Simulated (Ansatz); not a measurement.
Input:

Ti$_{2}$O:
Space group P-3m1 (No. 164); a = b = 2.9529 Å, c = 4.7230 Å, α = β = 90.00°, γ = 120.00°

```
atom  site  symmetry       x       y       z
----  ----  --------  ------  ------  ------
Ti      2d       3m.  0.6667  0.3333  0.2629
O       1a      -3m.  0.0000  0.0000  0.0000
```

This is the PBEsol-relaxed structure.

Task: All from PBEsol (plane waves, PAW; program Ansatz), unless another level is named. Estimate the highest zone-centre frequency.

Result: 505 cm⁻¹.

Task: Give the Hill bulk and shear moduli.

Result: 197 and 110 GPa.

The workflow started from a Materials Project entry (that database holds measured and hypothetical structures alike); the Crystallography Open Database files this formula in space group No. 164, but the cells were not matched. Whether it is the stable phase at ambient conditions was not checked. The cell was relaxed with PBEsol under the symmetry of its start; of distortions, only those at the zone centre were tested. The run is not spin-polarised. Without spin polarisation and U, an open-shell compound can come out a false metal. As this level gives no gap, shear constants depend on the k-mesh and smearing (Fermi–Dirac, 0.1 eV here). As this level gives no gap, phonon frequencies hold no LO–TO term and depend on the k-mesh and smearing (Fermi–Dirac, 0.1 eV here).

Potentials: the later of the program's two PAW sets.
